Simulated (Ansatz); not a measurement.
BP:
Space group Pm-3m (No. 221); a = 2.6908 Å, b = 2.6908 Å, c = 2.6908 Å, α = 90.00°, β = 90.00°, γ = 90.00°

| atom | site | symmetry | x | y | z |
|---|---|---|---|---|---|
| B | 1a | m-3m | 0.0000 | 0.0000 | 0.0000 |
| P | 1b | m-3m | 0.5000 | 0.5000 | 0.5000 |

Relaxed with PBEsol.

Question: Decompose the optical modes at the zone centre into irreducible representations, and say which are infrared and Raman allowed.

Answer: Point group m-3m: Γ_opt = T1u. Infrared: T1u. Raman: none.

Question: Assign frequencies (DFPT, PBEsol in the plane-wave PAW code Ansatz).

Answer: T1u 187i cm⁻¹.

The start of the workflow was typed in or built on a structure type; neither database checked (COD, Materials Project) lists it. It is not the phase usual at ambient conditions (space group No. 216). The PBEsol relaxation kept the symmetry of its start. At this level the phase is dynamically unstable (imaginary phonons). The volume moved by 16 % from the start of the relaxation. Its formation energy is positive at this level, so the cell may be metastable or incomplete. As this level gives no gap, phonon frequencies hold no LO–TO term and depend on the k-mesh and smearing (Fermi–Dirac, 0.1 eV here).

Potentials: the earlier of the program's two PAW sets. The files were generated under PBE; for other functionals the program regenerates the frozen cores, and for LDA and PBEsol the local potential too.
